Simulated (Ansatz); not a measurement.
Steps from a short run of molecular dynamics on a 2×2×1 supercell (12 atoms) of SnSe2 (P-3m1), relaxed with r2SCAN+rVV10; forces from r2SCAN in Ansatz 0.2.0, 3×3×2 mesh, Fermi-Dirac smearing of 0.086 eV, constant energy and volume (NVE), started at 1000 K. Classical nuclei, no spin polarisation; a few dozen steps show the first response, not equilibrium.

Cell vectors in Å:
```
 7.6503  0.0000  0.0000
-3.8252  6.6254  0.0000
 0.0000  0.0000  6.2271
```

Q: At 8 fs positions (Å), velocities (Å/fs) and forces (eV/Å) are
```
Sn -0.0011  0.0223 -0.0062   -0.0001  0.0027 -0.0008    0.2019 -0.2035  0.1180
Se  0.0466  2.2031  1.6170    0.0057 -0.0007  0.0050   -0.3248  0.0007 -0.3357
Se  1.9295  1.1018  4.6519    0.0021 -0.0003  0.0001   -0.0672  0.0820  0.0275
Sn -1.9036  3.2812 -0.0011    0.0011 -0.0039 -0.0001   -0.2234  0.2133  0.2745
Se -1.8706  5.5623  1.5512    0.0051  0.0050 -0.0031   -0.3524 -0.3858  0.0753
Se -0.0014  4.4089  4.6621   -0.0002 -0.0010  0.0013   -0.1384 -0.0076 -0.1691
Sn  3.8316 -0.0067  0.0088    0.0008 -0.0008  0.0011   -0.0844  0.1858 -0.0845
Se  3.7821  2.1888  1.5896   -0.0053 -0.0024  0.0016    0.3105  0.2143 -0.2453
Se  5.7501  1.0846  4.6543    0.0015 -0.0024  0.0004   -0.0526  0.0884 -0.0170
Sn  1.8880  3.3539 -0.0137   -0.0030  0.0051 -0.0017    0.2907 -0.4299 -0.0090
Se  1.8802  5.4875  1.5818   -0.0040 -0.0041  0.0007    0.2564  0.2659  0.0028
Se  3.7995  4.4262  4.6187   -0.0031  0.0012 -0.0039    0.1838 -0.0237  0.3626
```
Where are the atoms one step (2 fs) later, and what forces do they feel?

A:
```
Sn -0.0012  0.0277 -0.0077    0.2559 -0.2500  0.1457
Se  0.0579  2.2017  1.6269   -0.3994 -0.0009 -0.4066
Se  1.9337  1.1013  4.6522   -0.0838  0.1015  0.0236
Sn -1.9015  3.2735 -0.0012   -0.2703  0.2638  0.3367
Se -1.8604  5.5723  1.5450   -0.4466 -0.4801  0.1166
Se -0.0019  4.4069  4.6647   -0.1775 -0.0070 -0.2235
Sn  3.8331 -0.0082  0.0109   -0.0934  0.2348 -0.1147
Se  3.7717  2.1841  1.5928    0.3830  0.2622 -0.2891
Se  5.7532  1.0798  4.6551   -0.0684  0.1096 -0.0333
Sn  1.8821  3.3640 -0.0171    0.3640 -0.5383 -0.0103
Se  1.8724  5.4794  1.5833    0.3140  0.3318  0.0207
Se  3.7933  4.4286  4.6109    0.2224 -0.0274  0.4342
```
The temperature goes from 941.9 to 910.8 K.

Q: At 16 fs the positions in Å are
```
Sn  -0.001   0.044  -0.012
Se   0.091   2.198   1.655
Se   1.946   1.100   4.653
Sn  -1.896   3.251  -0.001
Se  -1.831   5.600   1.527
Se  -0.004   4.401   4.672
Sn   3.838  -0.012   0.017
Se   3.742   2.171   1.601
Se   5.762   1.066   4.657
Sn   1.865   3.393  -0.027
Se   1.850   5.456   1.588
Se   3.775   4.435   4.589
```
What are the forces, and how far does the free energy (smearing included) lie above that of step 0, with the atoms on their sites?

A: 25.4 meV an atom; forces in eV/Å:
```
Sn   0.418  -0.379   0.224
Se  -0.603  -0.009  -0.604
Se  -0.132   0.156   0.008
Sn  -0.389   0.406   0.502
Se  -0.737  -0.752   0.268
Se  -0.302   0.001  -0.386
Sn  -0.088   0.381  -0.225
Se   0.583   0.390  -0.397
Se  -0.121   0.170  -0.086
Sn   0.579  -0.854  -0.012
Se   0.469   0.523   0.088
Se   0.322  -0.035   0.623
```

Q: At 24 fs the positions in Å are
```
Sn   0.001   0.063  -0.016
Se   0.130   2.192   1.689
Se   1.961   1.099   4.654
Sn  -1.890   3.223   0.002
Se  -1.798   5.633   1.505
Se  -0.009   4.393   4.678
Sn   3.843  -0.016   0.024
Se   3.705   2.156   1.610
Se   5.773   1.048   4.660
Sn   1.845   3.428  -0.041
Se   1.823   5.428   1.594
Se   3.753   4.444   4.564
```
What are the forces, and how far does the free energy (smearing included) lie above that of step 0, with the atoms on their sites?

A: 50.5 meV an atom; forces in eV/Å:
```
Sn   0.612  -0.525   0.314
Se  -0.823  -0.021  -0.826
Se  -0.189   0.218  -0.022
Sn  -0.497   0.572   0.664
Se  -1.113  -1.070   0.510
Se  -0.468   0.023  -0.581
Sn  -0.017   0.553  -0.403
Se   0.803   0.523  -0.488
Se  -0.194   0.240  -0.158
Sn   0.837  -1.223  -0.010
Se   0.630   0.748   0.185
Se   0.421  -0.038   0.814
```

Q: At 40 fs the positions in Å are
```
Sn   0.015   0.093  -0.020
Se   0.188   2.181   1.736
Se   1.987   1.104   4.655
Sn  -1.886   3.176   0.019
Se  -1.759   5.671   1.475
Se  -0.030   4.378   4.677
Sn   3.855  -0.014   0.031
Se   3.653   2.139   1.616
Se   5.790   1.019   4.660
Sn   1.819   3.476  -0.069
Se   1.785   5.392   1.612
Se   3.720   4.461   4.535
```
What are the forces, and how far does the free energy (smearing included) lie above that of step 0, with the atoms on their sites?

A: 93.5 meV an atom; forces in eV/Å:
```
Sn   0.813  -0.730   0.419
Se  -1.079  -0.032  -1.103
Se  -0.270   0.289  -0.087
Sn  -0.555   0.815   0.777
Se  -1.587  -1.446   0.882
Se  -0.676   0.069  -0.736
Sn   0.156   0.668  -0.662
Se   1.060   0.658  -0.522
Se  -0.295   0.345  -0.231
Sn   1.120  -1.597   0.011
Se   0.779   0.999   0.248
Se   0.536  -0.039   1.004
```

Q: At 48 fs positions (Å), velocities (Å/fs) and forces (eV/Å) are
```
Sn  0.0288  0.1020 -0.0186    0.0019  0.0009  0.0003    0.7838 -0.7885  0.4175
Se  0.2054  2.1746  1.7470    0.0016 -0.0008  0.0008   -1.1295 -0.0179 -1.1602
Se  1.9973  1.1091  4.6551    0.0011  0.0008 -0.0001   -0.2925  0.2924 -0.1130
Sn -1.8886  3.1583  0.0330   -0.0005 -0.0019  0.0020   -0.5142  0.8905  0.7368
Se -1.7579  5.6731  1.4693   -0.0006 -0.0004 -0.0002   -1.5679 -1.4645  0.8911
Se -0.0487  4.3706  4.6680   -0.0026 -0.0008 -0.0015   -0.6658  0.0716 -0.6411
Sn  3.8613 -0.0085  0.0301    0.0009  0.0009 -0.0004    0.1369  0.5553 -0.6392
Se  3.6391  2.1378  1.6126   -0.0012  0.0002 -0.0006    1.1095  0.6706 -0.4900
Se  5.7952  1.0084  4.6580    0.0005 -0.0012 -0.0004   -0.2930  0.3843 -0.2049
Sn  1.8142  3.4888 -0.0827   -0.0002  0.0010 -0.0017    1.0921 -1.5534  0.0345
Se  1.7750  5.3854  1.6244   -0.0009 -0.0004  0.0016    0.7693  1.0002  0.1562
Se  3.7098  4.4691  4.5313   -0.0010  0.0010  0.0001    0.5714 -0.0406  1.0123
```
Where are the atoms one step (2 fs) later, and what forces do they feel?

A:
```
Sn  0.0328  0.1038 -0.0179    0.7620 -0.7987  0.4106
Se  0.2082  2.1731  1.7483   -1.1351 -0.0118 -1.1662
Se  1.9994  1.1108  4.6549   -0.2959  0.2893 -0.1181
Sn -1.8897  3.1547  0.0371   -0.4974  0.9046  0.7174
Se -1.7595  5.6720  1.4691   -1.5336 -1.4511  0.8722
Se -0.0542  4.3690  4.6650   -0.6500  0.0696 -0.5996
Sn  3.8631 -0.0066  0.0293    0.1170  0.5091 -0.6150
Se  3.6369  2.1384  1.6112    1.1147  0.6688 -0.4783
Se  5.7961  1.0062  4.6572   -0.2862  0.3933 -0.1908
Sn  1.8139  3.4906 -0.0862    1.0664 -1.5201  0.0419
Se  1.7734  5.3849  1.6276    0.7591  0.9881  0.1199
Se  3.7078  4.4711  4.5317    0.5790 -0.0411  1.0060
```
The temperature goes from 152.1 to 152.7 K.

Q: At 56 fs the positions in Å are
```
Sn   0.046   0.107  -0.015
Se   0.214   2.168   1.749
Se   2.005   1.117   4.654
Sn  -1.894   3.146   0.051
Se  -1.769   5.664   1.471
Se  -0.072   4.364   4.654
Sn   3.869   0.000   0.026
Se   3.634   2.142   1.606
Se   5.798   1.001   4.654
Sn   1.815   3.493  -0.096
Se   1.771   5.386   1.637
Se   3.704   4.477   4.536
```
What are the forces, and how far does the free energy (smearing included) lie above that of step 0, with the atoms on their sites?

A: 96.4 meV an atom; forces in eV/Å:
```
Sn   0.662  -0.819   0.374
Se  -1.135   0.013  -1.164
Se  -0.301   0.270  -0.130
Sn  -0.432   0.935   0.637
Se  -1.370  -1.373   0.775
Se  -0.574   0.059  -0.440
Sn   0.029   0.336  -0.507
Se   1.113   0.651  -0.434
Se  -0.253   0.418  -0.132
Sn   0.949  -1.375   0.069
Se   0.713   0.927  -0.014
Se   0.599  -0.043   0.968
```
